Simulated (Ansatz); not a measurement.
AlCl$_{3}$:
```
AlCl3
1.0
    2.92265     5.05828     0.00000
   -2.92265     5.05828     0.00000
   -1.89039     0.00000     5.68285
Al Cl
2 6
Direct
  0.16656   0.16656   0.00000
  0.83344   0.83344   0.00000
  0.78093   0.21907   0.76678
  0.21907   0.78093   0.23322
  0.92944   0.42522   0.23124
  0.07056   0.57478   0.76876
  0.42522   0.92944   0.76876
  0.57478   0.07056   0.23124
```

Relaxed with LDA. Special points in fractions of this cell's reciprocal vectors: Γ (0.000, 0.000, 0.000); Y (0.500, 0.500, 0.000); M (0.500, 0.500, 0.500); A (0.000, 0.000, 0.500); L2 (0.000, 0.500, 0.500); V2 (0.000, 0.500, 0.000).

**Question.** List the band energies nearest the valence-band maximum at these points for plane-wave PAW LDA (Ansatz code).

**Answer.** In eV from the valence-band maximum; about four levels below and three above (degenerate sets whole), none deeper than 8.9 eV; points with the same levels are listed once.

| k | below | above |
|---|---|---|
| Γ | -0.40 -0.23 -0.22 -0.17 | 5.27 5.35 6.85 |
| Y | -0.76 -0.53 -0.43 0.00 | 5.00 6.05 7.08 |
| M | -0.76 -0.68 -0.56 -0.40 | 5.41 5.95 7.54 |
| A | -0.41 -0.35 -0.31 -0.31 | 5.38 6.18 6.99 |
| L2 | -0.81 -0.46 -0.44 -0.24 | 4.91 5.97 7.04 |
| V2 | -0.84 -0.81 -0.44 -0.18 | 5.51 6.04 7.65 |

Space group C2/m. The first step of the workflow began from a Materials Project structure, measured or hypothetical; the Crystallography Open Database files this formula in space group No. 12, but the cells were not matched. Its standing as an ambient phase is unchecked. The cell was relaxed with LDA under the symmetry of its start; phonons on a q-mesh show no instability. A crystal of weakly bound layers computed without a dispersion correction: the cell and the soft elastic constants depend strongly on that.

Potentials: the earlier of the program's two PAW sets.
